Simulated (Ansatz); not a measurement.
Ti2BiN:
```
CELL_PARAMETERS angstrom
      3.29902     0.00000     0.00000
     -1.64951     2.85704     0.00000
      0.00000     0.00000    13.05721
ATOMIC_POSITIONS crystal
  Ti 0.33333 0.66667 0.57339
  Ti 0.66667 0.33333 0.42661
  Ti 0.66667 0.33333 0.07339
  Ti 0.33333 0.66667 0.92661
  Bi 0.33333 0.66667 0.25000
  Bi 0.66667 0.33333 0.75000
  N  0.00000 0.00000 0.00000
  N  0.00000 0.00000 0.50000
```

Relaxed with r²SCAN. Special points in fractions of this cell's reciprocal vectors: Γ (0.000, 0.000, 0.000); M (0.500, 0.000, 0.000); K (0.333, 0.333, 0.000); A (0.000, 0.000, 0.500); L (0.500, 0.000, 0.500); H (0.333, 0.333, 0.500).

Problem. List the band energies nearest the Fermi level at these points for DFT-r²SCAN in the program Ansatz with PAW potentials.

Solution. In eV from the Fermi level; about four levels below and three above (degenerate sets whole), none deeper than 8.9 eV; points with the same levels are listed once.

```
k                          below                above
-  -----------------------------  -------------------
Γ        -0.52 -0.52 -0.51 -0.51       1.12 1.12 1.20
M        -3.45 -2.99 -1.91 -1.76       0.19 0.19 0.77
K  -3.14 -3.14 -1.04 -0.35 -0.35       0.25 0.25 0.55
A        -0.52 -0.52 -0.52 -0.52  1.28 1.28 1.28 1.28
L        -3.22 -3.22 -1.82 -1.82  0.19 0.19 0.67 0.67
H        -0.53 -0.53 -0.44 -0.44  0.53 0.53 1.65 1.65
```

Space group P6_3/mmc. The start of the workflow was typed in or built on a structure type; neither database checked (COD, Materials Project) lists it. Its standing as an ambient phase is unchecked. The cell was relaxed with r²SCAN under the symmetry of its start; whether a distortion lowers the energy is not shown. The workflow began spin-polarised and lost its moments. Spin–orbit coupling is left out wherever it is not named.

Potentials: the later of the program's two PAW sets.
